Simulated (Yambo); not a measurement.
Yambo run on Sr₂MoZnO₆ (space group Fm-3m, No. 225). The wavefunctions come from this Quantum ESPRESSO step (LDA, PseudoDojo standard norm-conserving files, scalar-relativistic):

```
&CONTROL
  calculation = 'nscf'
  pseudo_dir = './pseudo'
  outdir = './out'
/
&SYSTEM
  ibrav = 0
  nat = 10
  ntyp = 4
  ecutwfc = 84.0
  ecutrho = 336.0
  occupations = 'fixed'
  force_symmorphic = .true.
  nbnd = 210
/
&ELECTRONS
  conv_thr = 1e-08
  diago_full_acc = .true.
  diago_thr_init = 1e-08
/
ATOMIC_SPECIES
O 15.9990 O.upf
Zn 65.3800 Zn.upf
Sr 87.6200 Sr.upf
Mo 95.9500 Mo.upf
CELL_PARAMETERS angstrom
  0.000000000000   4.023240000000   4.023240000000
  4.023240000000   0.000000000000   4.023240000000
  4.023240000000   4.023240000000   0.000000000000
ATOMIC_POSITIONS crystal
O   0.758980000000   0.241020000000   0.758980000000
O   0.241020000000   0.758980000000   0.241020000000
O   0.758980000000   0.241020000000   0.241020000000
O   0.241020000000   0.758980000000   0.758980000000
O   0.758980000000   0.758980000000   0.241020000000
O   0.241020000000   0.241020000000   0.758980000000
Zn   0.500000000000   0.500000000000   0.500000000000
Sr   0.250000000000   0.250000000000   0.250000000000
Sr   0.750000000000   0.750000000000   0.750000000000
Mo   0.000000000000   0.000000000000   0.000000000000
K_POINTS automatic
2 2 2 0 0 0
```

Yambo input:

```
rim_cut
gw0
dyson
el_el_corr
HF_and_locXC
ppa
em1d
RandQpts= 1000000
RandGvec= 1 Ry
EXXRLvcs= 84 Ry
VXCRLvcs= 336 Ry
Chimod= "HARTREE"
% BndsRnXp
 6 | 209 |
%
NGsBlkXp= 7 Ry
% LongDrXp
 1.0 | 1.0 | 1.0 |
%
PPAPntXp= 27.2114 eV
% GbndRnge
 1 | 209 |
%
GTermKind= "BG"
DysSolver= "n"
ExtendOut
% QPkrange
 1 | 1 | 45 | 46 |
 2 | 2 | 45 | 46 |
 3 | 3 | 45 | 46 |
%
```

k points by index: 1 = Γ, 2 = L, 3 = X.

The o-*.qp file then holds:

```
#    K-point    Band    Eo [eV]    E [eV]    E-Eo [eV]    Vxc [eV]    Vnlxc [eV]    Sc|Eo [eV]    Sc|E [eV]    dSc/dw|Eo [eV]    Re(Z)    Im(Z)
#
    1    45    -0.055514    -0.391295    -0.335781    -19.79555    -24.91320    4.678904    4.781868    -8.340911    0.765388    -0.001386
    1    46    2.248777    3.366121    1.117343    -18.72995    -13.65243    -3.665279    -3.960179    -7.181290    0.791195    -0.001227
    2    45    0.000000    -0.609741    -0.609741    -23.35298    -28.90277    4.762850    4.940048    -7.906129    0.774864    -0.001420
    2    46    2.303073    3.461355    1.158282    -18.41864    -13.07028    -3.883107    -4.190081    -7.210983    0.790512    -0.001405
    3    45    -0.130902    -0.459049    -0.328147    -19.62297    -24.69026    4.639045    4.739138    -8.296910    0.766336    -0.001383
    3    46    2.035794    3.171690    1.135896    -18.16937    -12.74530    -3.995889    -4.288175    -7.001256    0.795358    -0.001346
```
(The two width columns are left out.) Convergence of these settings isn't established.

Spin-orbit coupling is not included.

Geometry of the Materials Project entry, not relaxed at this level.
